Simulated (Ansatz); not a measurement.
## KNi$_{2}$S$_{2}$: do energies and stresses tell the same story?

All numbers below come from DFT PBEsol, scalar-relativistic, plane waves, PAW (Ansatz 0.2.0).

Cutoff 420 eV; k points 14×14×14 on the computed 5-atom cell (Γ-centred); Gaussian smearing, width 0.10 eV; no spin polarisation.

Relaxed cell: I4/mmm, a = 3.739 Å, b = 3.739 Å, c = 12.278 Å, α = 90.00°, β = 90.00°, γ = 90.00°, 5 atoms in the primitive cell. Whether it is the stable form of this composition wasn't checked.

Energies at zero smearing and pressures from the stress tensor, at volumes with shape and atoms relaxed:
```tsv
V (Å³/atom)	E − E(first) (meV/atom)	P (GPa)
15.107	0.00	9.08
15.622	-24.08	6.11
16.137	-39.51	3.67
16.652	-47.80	1.67
17.167	-50.25	0.00
17.682	-47.90	-1.31
18.197	-41.65	-2.40
18.884	-28.52	-3.52
```

Task: Check P = −dE/dV between neighbouring volumes, and get the bulk modulus from the pressures alone.

Result: With 1 eV/Å³ = 160.2 GPa:
```csv
middle V (Å³/atom),−ΔE/ΔV (GPa),mean P (GPa)
15.364,7.492,7.595
15.879,4.798,4.891
16.394,2.581,2.668
16.909,0.760,0.835
17.424,-0.730,-0.653
17.939,-1.944,-1.856
18.540,-3.063,-2.962
```

The two differ by 0.10 GPa at most. The mean of two end pressures misses the average over a step by about ΔV² P″/12, up to 0.05 GPa here; with that taken off 0.08 GPa remains. The stress is the derivative of the free energy, not of the energy at zero smearing, and with free energies 0.03 GPa remains. Around V = 17.167 Å³/atom, the two neighbours give B = −V ΔP/ΔV = 17.167 × 2.98 / 1.030 = 49.6 GPa, against B0 = 49.6 GPa from the Birch–Murnaghan fit of the energies.

Spin polarisation was left out, and a magnetic state may lie lower.

A ferromagnetic start lost its moments in a first run, so spin was left out; other magnetic orders weren't tried.